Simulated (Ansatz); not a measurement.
BaMg₂Pb₂:
```yaml
crystal:
  lattice:
    - [4.98455, 0.00000, 0.00000]
    - [0.00000, 4.98455, 0.00000]
    - [0.00000, 0.00000, 12.30215]
  atoms:
    - { symbol: Pb, position: [0.00000, 0.50000, 0.86614] }
    - { symbol: Pb, position: [0.50000, 0.00000, 0.13386] }
    - { symbol: Mg, position: [0.00000, 0.00000, 0.00000] }
    - { symbol: Mg, position: [0.50000, 0.50000, 0.00000] }
    - { symbol: Mg, position: [0.00000, 0.50000, 0.63530] }
    - { symbol: Mg, position: [0.50000, 0.00000, 0.36470] }
    - { symbol: Ba, position: [0.00000, 0.50000, 0.24998] }
    - { symbol: Ba, position: [0.50000, 0.00000, 0.75002] }
    - { symbol: Pb, position: [0.00000, 0.00000, 0.50000] }
    - { symbol: Pb, position: [0.50000, 0.50000, 0.50000] }
```

Relaxed with r²SCAN. Special points in fractions of this cell's reciprocal vectors: Γ (0.000, 0.000, 0.000); X (0.000, 0.500, 0.000); M (0.500, 0.500, 0.000); Z (0.000, 0.000, 0.500); R (0.000, 0.500, 0.500); A (0.500, 0.500, 0.500).

List the band energies nearest the Fermi level at these points for DFT-r²SCAN in the program Ansatz with PAW potentials.

In eV from the Fermi level; about four levels below and three above (degenerate sets whole), none deeper than 8.9 eV; points with the same levels are listed once.

```
k                    below                above
-  -----------------------  -------------------
Γ  -1.32 -1.32 -0.44 -0.21       0.23 0.23 0.52
X  -0.40 -0.40 -0.35 -0.35  1.76 1.76 2.17 2.17
M  -1.67 -1.67 -1.47 -1.47  1.48 1.48 2.21 2.21
Z  -1.77 -1.33 -1.33 -0.31  0.25 0.25 1.10 1.10
R  -0.41 -0.41 -0.26 -0.26  0.99 0.99 1.95 1.95
A  -1.66 -1.66 -1.49 -1.49  0.79 0.79 2.37 2.37
```

Space group P4/nmm. The workflow started from an entry of the Crystallography Open Database (COD). Whether it is the stable phase at ambient conditions was not checked. The cell was relaxed with r²SCAN under the symmetry of its start; its stability against distortions is not shown here. Spin–orbit coupling is left out wherever it is not named.

Potentials: the later of the program's two PAW sets.
